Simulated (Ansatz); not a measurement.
# TiC (Fm-3m): from strained cells to moduli

```yaml
crystal:
  lattice:
    - [0.00000, 2.13048, 2.13048]
    - [2.13048, 0.00000, 2.13048]
    - [2.13048, 2.13048, 0.00000]
  atoms:
    - { symbol: Ti, position: [0.00000, 0.00000, 0.00000] }
    - { symbol: C, position: [0.50000, 0.50000, 0.50000] }
```

The conventional cell has a = 4.261 Å, b = 4.261 Å, c = 4.261 Å, α = 90.00°, β = 90.00°, γ = 90.00°. Around Ti (atom 1) lie 6 C at 2.13 Å. C (atom 2) has 6 Ti at 2.13 Å as nearest neighbours.

Level of theory, where no other is named: LDA, all-electron LAPW in Ansatz 0.2.0, scalar-relativistic. k mesh 18×18×18, Fermi-Dirac smearing of 0.100 eV, basis error target 1 meV/atom. The cell was relaxed by PAW under this functional.

The cell is cubic and carries a residual pressure of 0.12 GPa at this level. Each strain component that symmetry leaves independent is applied at ±0.008, the ions relax wherever a strain frees them, and the stress (tension positive, GPa) is read. Shears are engineering strains, γ = 2ε.

| strain | size | σxx | σyy | σzz | σyz | σxz | σxy |
| --- | --- | --- | --- | --- | --- | --- | --- |
| xx | -0.008 | -5.0506 | -1.1691 | -1.1691 | 0.0000 | 0.0000 | 0.0000 |
| xx | +0.008 | 4.4012 | 0.8981 | 0.8981 | 0.0000 | 0.0000 | 0.0000 |
| yz | -0.008 | -0.1214 | -0.1262 | -0.1262 | -1.4237 | 0.0000 | 0.0000 |
| yz | +0.008 | -0.1214 | -0.1262 | -0.1262 | 1.4237 | 0.0000 | 0.0000 |

A central difference gives one constant, for example C11 ≈ (4.4012 − (-5.0506))/(0.016) = 590.7 GPa; the program then imposes the crystal's symmetry on the whole matrix.

(1) What are the independent elastic constants?

(2) Do they meet the Born conditions?

(3) What moduli does a random aggregate of grains have?

(4) With the density of 5.141 g/cm³, how fast does sound travel, and what Debye temperature follows?

(5) How far do the constants move if PAW replaces LAPW in the same cell?

## Answers

(1) C11 = 590.7, C12 = 129.2, C44 = 178.0 GPa.

(2) C11 − C12 = 461.5, C11 + 2C12 = 849.1 and C44 = 178.0 GPa must all be positive, so the crystal is elastically stable; that says nothing yet of its phonons.

(3) B = (C11 + 2C12)/3 = 283.0 GPa. G_V = (C11 − C12 + 3C44)/5 = 199.1 and G_R = 5(C11 − C12)C44/(4C44 + 3(C11 − C12)) = 195.9, so G_H = 197.5 GPa. Then E = 9BG/(3B + G) = 480.7 GPa, ν = (3B − 2G)/(6B + 2G) = 0.217 and B/G = 1.43, on the brittle side of Pugh's 1.75 (a rule of thumb).

(4) 

```
direction  slow (m/s)  middle (m/s)  fast (m/s)
    [100]        5884          5884       10719
    [110]        5884          6700       10229
    [111]        6439          6439       10060
```

The mean of v⁻³ over directions and branches gives v_m = 6844 m/s and θ_D = (ħ/k_B) v_m (6π²n)^(1/3) = 956 K, n being atoms per volume. Young's modulus spans 441 to 544 GPa over directions, and the universal anisotropy index is 0.08.

(5) 

| constant | LAPW (GPa) | PAW (GPa) | difference |
| --- | --- | --- | --- |
| C11 | 590.7 | 588.4 | -2.3 |
| C12 | 129.2 | 129.1 | -0.1 |
| C44 | 178.0 | 177.8 | -0.2 |

Keep in mind: responses of metals move with mesh and smearing; the frozen-core PAW files of the compared runs were fitted under PBE, their cores solved anew for this functional.
